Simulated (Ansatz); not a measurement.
CdO (CsCl type, Pm-3m), PBEsol in the plane-wave PAW code Ansatz, all energies at zero smearing, with the estimated change up to a 700 eV cutoff added, with one set of potentials and settings (totals compare only within such a set). Cell of 2 atoms (1 Cd, 1 O): -8743.733 eV.

| element | reference phase | E (eV/atom) |
|---|---|---|
| Cd | P6_3/mmc, 2 atoms in the cell | -8184.0667 |
| O | C2/m, 4 atoms in the cell, spin-polarised | -558.3554 |

Formation energy per atom, worked out: (-8743.733 − 1×(-8184.0667) − 1×(-558.3554))/2 = -0.656 eV/atom (-63 kJ per mol of atoms), at 0 K, without zero-point energy or fitted corrections.

The start of the workflow was typed in or built on a structure type; neither database checked (COD, Materials Project) lists it. It is not the phase usual at ambient conditions (space group No. 225). The PBEsol relaxation kept the symmetry of its start. At this level the phase is mechanically unstable. The references are the lowest solids computed at this level, not always the standard phases (solids in place of the gases).

Potentials: the later of the program's two PAW sets.
